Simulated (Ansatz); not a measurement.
MgCdTe$_{2}$:
```yaml
crystal:
  lattice:
    - [4.58071, 0.00000, 0.00000]
    - [0.00000, 4.58071, 0.00000]
    - [0.00000, 0.00000, 6.43358]
  atoms:
    - { symbol: Mg, position: [0.50000, 0.50000, 0.50000] }
    - { symbol: Cd, position: [0.00000, 0.00000, 0.00000] }
    - { symbol: Te, position: [0.00000, 0.50000, 0.25354] }
    - { symbol: Te, position: [0.50000, 0.00000, 0.74646] }
```

Relaxed with PBEsol. Special points in fractions of this cell's reciprocal vectors: Γ (0.000, 0.000, 0.000); X (0.000, 0.500, 0.000); M (0.500, 0.500, 0.000); Z (0.000, 0.000, 0.500); R (0.000, 0.500, 0.500); A (0.500, 0.500, 0.500).

Q: List the band energies nearest the valence-band maximum at these points for the program Ansatz at the PBEsol level (PAW).

A: In eV from the valence-band maximum; about four levels below and three above (degenerate sets whole), none deeper than 8.9 eV; points with the same levels are listed once.

```
k                        below           above
-  ---------------------------  --------------
Γ  -1.57 -1.57 -0.03 0.00 0.00  1.43 2.66 3.10
X      -1.92 -1.80 -0.74 -0.56  3.42 3.93 5.38
M      -1.53 -1.53 -1.53 -1.52  2.49 2.62 2.62
Z      -1.09 -1.09 -0.72 -0.72  3.16 3.51 3.66
R      -0.73 -0.67 -0.50 -0.50  2.00 2.92 5.09
A      -2.27 -1.99 -1.85 -1.85  4.56 4.56 4.58
```

Space group P-4m2. The first step of the workflow began from a Materials Project structure, measured or hypothetical; the Crystallography Open Database copy checked does not list it. With Mg and Cd taken as one species the cell has the higher symmetry F-43m, so it may be an ordered model of a mixed-site phase. Whether it is the stable phase at ambient conditions was not checked. The cell was relaxed with PBEsol under the symmetry of its start; whether a distortion lowers the energy is not shown. Spin–orbit coupling is left out wherever it is not named.

Potentials: the later of the program's two PAW sets.
